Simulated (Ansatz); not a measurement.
A relaxed cell of Al2P3 is given with its symmetry left out. The cell was found from a structure generator's guess, not taken from experiment.

Computed with DFT PBE, scalar-relativistic, plane waves, PAW (Ansatz 0.2.0). Cutoff 420 eV, Γ-centred mesh, Gaussian smearing, no spin polarisation.

```xyz
5
Lattice="3.2192 0.0000 0.0000 0.0000 5.5704 2.5285 0.0000 -5.5704 2.5285" Properties=species:S:1:pos:R:3 pbc="T T T"
Al    1.6096   -4.0201    2.4177
Al    1.6096    4.0201    2.4177
P     1.6096    1.6318    2.5353
P     1.6096   -1.6318    2.5353
P     0.0000    0.0000    0.8831
```

Energies over the elements count from the elements' standard structures at the same level, with no fitted energy shifts. The references include black phosphorus.

(1) What space group does it have?

(2) How far does it lie from the elements in energy?

(3) Is it a metal?

Results:

(1) Amm2 (No. 38). Conventional cell: a = 3.219 Å, b = 11.141 Å, c = 5.057 Å. Around Al lie 4 P at 2.39–2.45 Å and 1 P at 2.65 Å; around P on a site of symmetry m lie 2 Al at 2.39–2.41 Å, 1 Al at 2.65 Å and 2 P at 2.83 Å; P on a site of symmetry mm2 is surrounded by 4 Al at 2.45 Å, 4 P at 2.83 Å and 2 P at 3.22 Å.

(2) +0.17 eV/atom. A positive value: parting into the elements would lower its energy.

(3) Yes, bands cross the Fermi level on the 12×8×8 mesh.

The last run used a 12×8×8 mesh (in the run's order of axes) for its 5-atom cell and Gaussian smearing of 0.10 eV. An odd number of electrons in the primitive cell allows no gap without spin; a larger cell or a magnetic state could open one. The cell is a metal run without spin; a magnetic state may lie lower. The reference form of P is held partly by dispersion forces, which this level lacks. A structure relaxed within its symmetry needn't be a true minimum. Another cell of Al2P3 relaxed alike, in Pmmn, lies 0.36 eV/atom lower, so this cell isn't the stable form at this level.
